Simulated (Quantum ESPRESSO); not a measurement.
B4N2CO, input and log of a self-consistent run

Computed values, not a measurement. The program is pw.x of Quantum ESPRESSO 7.5 (plane-wave density functional theory). The cell is made up: 8 atoms on a wurtzite lattice, with randomly drawn elements, strain and displacements, not relaxed. PseudoDojo standard norm-conserving files (v0.5 for PBE, v0.4.1 for LDA and PBEsol) set the functional; there is no spin polarisation, spin-orbit coupling or dispersion term, and the masses in the input are unused placeholders.

Input:

```
&control calculation='scf', pseudo_dir='./dojo.nc.sr.pbe.v0_5.standard.upf', outdir='./o', disk_io='medium', tprnfor=.true., tstress=.true. /
&system ibrav=0, nat=8, ntyp=4, nbnd=22, ecutwfc=84.00895049, nosym=.true., tot_charge=0,
 occupations='smearing', smearing='fd', degauss=0.0018374661
/
&electrons conv_thr=7.350e-09, electron_maxstep=60, /
ATOMIC_SPECIES
B 1.0 B.upf
C 1.0 C.upf
N 1.0 N.upf
O 1.0 O.upf
CELL_PARAMETERS angstrom
2.5983 -0.0184 0.046
-0.0318 4.5736 0.0197
0.0751 0.0185 4.2198
ATOMIC_POSITIONS angstrom
B 0.0165 -0.0503 -0.0397
B 1.2866 2.2817 0.0594
B 1.3162 0.7693 2.1219
B 0.0096 3.0323 2.2104
N 0.034 0.0514 1.605
C 1.2831 2.3007 1.6114
O 1.3477 0.8288 3.7467
N 0.0309 3.0977 3.682
K_POINTS automatic
7 4 4 1 1 1
```

The log is shortened where brackets say so; the opening notice, blank lines, dates and the lines on written files are dropped, and the path of the files is cut. It prints rydbergs, bohrs and kilobars, and counts compression as positive stress.

```
     Program PWSCF v.7.5
     Parallel version (MPI & OpenMP), running on       1 processor cores
     Number of MPI processes:                 1
     Threads/MPI process:                     1
     [start-up lines left out]
     bravais-lattice index     =            0
     lattice parameter (alat)  =       4.9110  a.u.
     unit-cell volume          =     338.2743 (a.u.)^3
     number of atoms/cell      =            8
     number of atomic types    =            4
     number of electrons       =        32.00
     number of Kohn-Sham states=           22
     kinetic-energy cutoff     =      84.0090  Ry
     charge density cutoff     =     336.0358  Ry
     scf convergence threshold =      7.3E-09
     mixing beta               =       0.7000
     number of iterations used =            8  plain     mixing
     Exchange-correlation= PBE
                           (   1   4   3   4   0   0   0)
     [axes and pseudopotential details left out]
   Cartesian axes
     site n.     atom                  positions (alat units)
         1        B      tau(   1) = (   0.0063492  -0.0193553  -0.0152764  )
         2        B      tau(   2) = (   0.4950799   0.8779915   0.0228569  )
         3        B      tau(   3) = (   0.5064699   0.2960244   0.8165009  )
         4        B      tau(   4) = (   0.0036941   1.1668202   0.8505555  )
         5        N      tau(   5) = (   0.0130831   0.0197786   0.6175993  )
         6        C      tau(   6) = (   0.4937331   0.8853026   0.6200620  )
         7        O      tau(   7) = (   0.5185910   0.3189198   1.4417192  )
         8        N      tau(   8) = (   0.0118902   1.1919859   1.4168229  )
     number of k points=    56  Fermi-Dirac smearing, width (Ry)=  0.0018
                       cart. coord. in units 2pi/alat
        k(    1) = (   0.0706106   0.0711926   0.0754127), wk =   0.0357143
        k(    2) = (   0.0678791   0.0705102   0.2294273), wk =   0.0357143
     [further k points left out]
     Dense  grid:    35221 G-vectors     FFT dimensions: (  30,  54,  48)
     Estimated max dynamical RAM per process >      39.54 MB
     Initial potential from superposition of free atoms
     starting charge      31.9989, renormalised to      32.0000
     Starting wfcs are   32 randomized atomic wfcs
     total cpu time spent up to now is        6.2 secs
     per-process dynamical memory:    33.8 Mb
     Self-consistent Calculation
     iteration #  1     ecut=    84.01 Ry     beta= 0.70
     Davidson diagonalization with overlap
     ethr =  1.00E-02,  avg # of iterations =  3.0
     total cpu time spent up to now is       16.7 secs
     total energy              =    -110.03718284 Ry
     estimated scf accuracy    <       1.20420584 Ry
     iteration #  2     ecut=    84.01 Ry     beta= 0.70
     Davidson diagonalization with overlap
     ethr =  3.76E-03,  avg # of iterations =  3.0
     total cpu time spent up to now is       27.4 secs
     total energy              =    -110.21996163 Ry
     estimated scf accuracy    <       0.73227434 Ry
     iteration #  3     ecut=    84.01 Ry     beta= 0.70
     Davidson diagonalization with overlap
     ethr =  2.29E-03,  avg # of iterations =  2.0
     total cpu time spent up to now is       35.4 secs
     total energy              =    -110.42042004 Ry
     estimated scf accuracy    <       0.07848234 Ry
     iteration #  4     ecut=    84.01 Ry     beta= 0.70
     Davidson diagonalization with overlap
     ethr =  2.45E-04,  avg # of iterations =  4.0
     total cpu time spent up to now is       41.2 secs
     total energy              =    -110.43351778 Ry
     estimated scf accuracy    <       0.01035497 Ry
     iteration #  5     ecut=    84.01 Ry     beta= 0.70
     Davidson diagonalization with overlap
     ethr =  3.24E-05,  avg # of iterations =  7.9
     total cpu time spent up to now is       53.7 secs
     total energy              =    -110.43493456 Ry
     estimated scf accuracy    <       0.00109393 Ry
     [iterations 6 to 7 left out]
     iteration #  8     ecut=    84.01 Ry     beta= 0.70
     Davidson diagonalization with overlap
     ethr =  9.58E-08,  avg # of iterations =  2.3
     total cpu time spent up to now is       78.9 secs
     total energy              =    -110.43513617 Ry
     estimated scf accuracy    <       0.00001236 Ry
     iteration #  9     ecut=    84.01 Ry     beta= 0.70
     Davidson diagonalization with overlap
     ethr =  3.86E-08,  avg # of iterations =  2.0
     total cpu time spent up to now is       86.0 secs
     total energy              =    -110.43513542 Ry
     estimated scf accuracy    <       0.00000381 Ry
     iteration # 10     ecut=    84.01 Ry     beta= 0.70
     Davidson diagonalization with overlap
     ethr =  1.19E-08,  avg # of iterations =  2.4
     total cpu time spent up to now is       94.4 secs
     total energy              =    -110.43513617 Ry
     estimated scf accuracy    <       0.00000032 Ry
     iteration # 11     ecut=    84.01 Ry     beta= 0.70
     Davidson diagonalization with overlap
     ethr =  1.01E-09,  avg # of iterations =  3.8
     total cpu time spent up to now is      103.0 secs
     total energy              =    -110.43513620 Ry
     estimated scf accuracy    <       0.00000011 Ry
     iteration # 12     ecut=    84.01 Ry     beta= 0.70
     Davidson diagonalization with overlap
     ethr =  3.30E-10,  avg # of iterations =  2.1
     total cpu time spent up to now is      111.2 secs
     End of self-consistent calculation
     [lines on levels left out]
!    total energy              =    -110.43513622 Ry
     estimated scf accuracy    <          1.9E-09 Ry
     smearing contrib. (-TS)   =      -0.00000000 Ry
     internal energy E=F+TS    =    -110.43513622 Ry
     The total energy is F=E-TS. E is the sum of the following terms:
     one-electron contribution =      11.00817947 Ry
     hartree contribution      =      17.18877355 Ry
     xc contribution           =     -35.08656557 Ry
     ewald contribution        =    -103.54552367 Ry
     convergence has been achieved in  12 iterations
     Forces acting on atoms (cartesian axes, Ry/au):
     atom    1 type  1   force =     0.00102282   -0.02742694    0.15104212
     atom    2 type  1   force =    -0.01031700    0.11320514    0.06657773
     atom    3 type  1   force =     0.00847324    0.07188180   -0.12055283
     atom    4 type  1   force =    -0.01853573   -0.01371114   -0.18057250
     atom    5 type  3   force =    -0.01773571   -0.04541425   -0.01152153
     atom    6 type  2   force =     0.02636682   -0.02096228    0.07143256
     atom    7 type  4   force =     0.00028879   -0.08479595   -0.04611899
     atom    8 type  3   force =     0.01043678    0.00722362    0.06971344
     Total force =     0.341931     Total SCF correction =     0.000111
     Computing stress (Cartesian axis) and pressure
          total   stress  (Ry/bohr**3)                   (kbar)     P=       -3.95
  -0.00004108   0.00021203  -0.00062118           -6.04       31.19      -91.38
   0.00021203  -0.00093754  -0.00017496           31.19     -137.92      -25.74
  -0.00062118  -0.00017496   0.00089808          -91.38      -25.74      132.11
     init_run     :      4.47s CPU      6.11s WALL (       1 calls)
     electrons    :     92.70s CPU    104.95s WALL (       1 calls)
     forces       :      1.22s CPU      1.24s WALL (       1 calls)
     stress       :      4.53s CPU      4.59s WALL (       1 calls)
     [timing details left out]
     PWSCF        :   1m43.08s CPU   1m57.12s WALL
     JOB DONE.
```

In other units: free energy -1502.547 eV for the cell, pressure -0.39 GPa, largest force component 4.643 eV/Å. A rerun of this cell at 1437 eV and a 9 x 6 x 6 mesh moved values by no more than 0.002 eV in energy, 0.05 GPa in stress and 0.003 eV/Å in force.